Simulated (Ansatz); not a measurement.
BP:
```xyz
4
Lattice="3.0050 0.0000 0.0000 0.0000 3.0050 0.0000 0.0000 0.0000 5.3006" Properties=species:S:1:pos:R:3 pbc="T T T"
B      0.0000     1.5025     0.0000
B      1.5025     0.0000     2.6503
P      0.0000     0.0000     1.3251
P      0.0000     0.0000     3.9754
```

Relaxed with PBE. Special points in fractions of this cell's reciprocal vectors: Γ (0.000, 0.000, 0.000); X (0.000, 0.500, 0.000); M (0.500, 0.500, 0.000); Z (0.000, 0.000, 0.500); R (0.000, 0.500, 0.500); A (0.500, 0.500, 0.500).

### Question
List the band energies nearest the Fermi level at these points for PBE (plane waves, PAW; program Ansatz).

### Answer
In eV from the Fermi level; about four levels below and three above (degenerate sets whole), none deeper than 8.9 eV; points with the same levels are listed once.

```tsv
k	below	above
Γ	-3.15 -3.15 -1.56	1.73 1.73 1.96 1.96
X	-6.19 -3.53 -2.16	1.62 2.96 3.14
M	-7.12 -5.13 -5.13 -3.05	0.33 0.33 0.40
Z	-2.69 -2.69 -0.78 -0.78	2.99 2.99 4.83 4.83
R	-4.78 -2.71 -1.99 -0.77	1.79 2.59 3.22
A	-1.88 -1.88 -1.57 -1.57	3.21 3.21 4.31 4.31
```

Space group P4_2/mmc. A made-up cell: these elements were put on the sites of a structure type; neither database checked (COD, Materials Project) lists it. It is not the phase usual at ambient conditions (space group No. 216). The cell was relaxed with PBE under the symmetry of its start; its stability against distortions is not shown here.

Potentials: the later of the program's two PAW sets.
